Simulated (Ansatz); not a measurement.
TiSi2 (C49 type, space group Cmcm)

```xyz
6
Lattice="1.7636 -6.7617 0.0000 1.7636 6.7617 0.0000 0.0000 0.0000 3.5656" Properties=species:S:1:pos:R:3 pbc="T T T"
Si     1.7636    -5.9734     2.6742
Si     1.7636     5.9734     0.8914
Si     1.7636     3.3770     2.6742
Si     1.7636    -3.3770     0.8914
Ti     1.7636    -1.3958     2.6742
Ti     1.7636     1.3958     0.8914
```

In each cell atom 2 (Si, nearest neighbour Si at 2.380 Å; its periodic images, 3.5 Å or more away, move with it) moves by s·(0.577, 0.577, 0.577) (along Cartesian [111]), the rest being held.

The numbers are results of r2SCAN (plane waves to 500 eV, PAW, scalar-relativistic; Ansatz, a program for electronic structure), not measurements. k mesh 11×11×11 (Γ-centred), Fermi-Dirac smearing 0.05 eV. E stands for the smeared free energy. With partly filled bands, energies and forces of such displacements shift with the k mesh and the smearing. The PAW data are Ansatz's earlier set. This is one of several known forms of TiSi2; the measured ambient cells at hand have space group No. 70. TiSi2 is run without spin polarisation. TiSi2 was relaxed with its symmetry unable to fall. The zero of ΔE is the undisplaced structure. The last digit holds for this mesh only.

```
s (Å)   ΔE (meV/cell)
------  -------------
-0.240          303.4
-0.192          194.6
-0.144       withheld
-0.096           49.3
-0.048           12.5
0.000             0.0
0.048            12.7
0.096            51.8
0.144           118.8
0.192           215.4
0.240           343.7
```

Q: Fit a polynomial form (powers 2, 3, 4) to the given rows and predict ΔE at s = -0.144.

A: Least squares on the 10 given rows: ΔE = (5462)·s² + (1460)·s³ + (2701)·s⁴, in meV/cell with s in Å; root-mean-square residual 0.05 meV/cell. At -0.144 the fit gives 110.1 meV/cell; the calculation gives 110.0 meV/cell, so the interpolation is off by 0.1 (+0.1 %). The quadratic term alone would give 113.3 meV/cell.

(A displaced cell: forces are minus the slopes of the energy, force constants its curvatures, and phonons follow from these.)
